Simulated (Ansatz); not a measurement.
Values for one crystal, relaxed and computed with plane-wave PAW PBEsol (Ansatz code); other levels are named.

```yaml
volume_per_atom: 22.96 Å³
electronic_character: metallic (no gap)
Elastic constants (relaxed ions, GPa): C11 = 58.3, C12 = 96.7, C44 = -26.7
highest_zone_centre_frequency: 209 cm⁻¹
Pressure derivative B′: 5.5
Density of states at the Fermi level: 4.3 states/eV per atom (mean over ±0.08 eV)
mechanical_stability: unstable (C has a negative eigenvalue)
```

Problem. Pick the material that matches.
A) Gd, 9R (Sm type)
B) Pd, diamond
C) Sr, C2/m (Sr on 2c, Sr on 4i)
D) Ga, α-Ga

Solution. B, Pd, diamond

Space group Fd-3m (diamond). The start of the workflow was typed in or built on a structure type; neither database checked (COD, Materials Project) lists it. It is not the phase usual at ambient conditions (space group No. 225). Symmetry was held in the PBEsol relaxation. No spin polarisation was allowed. As this level gives no gap, shear constants depend on the k-mesh and smearing (Fermi–Dirac, 0.1 eV here). As this level gives no gap, phonon frequencies hold no LO–TO term and depend on the k-mesh and smearing (Fermi–Dirac, 0.1 eV here). Scalar-relativistic: spin–orbit coupling is off unless named, which matters more the heavier the elements.

Potentials: the later of the program's two PAW sets.
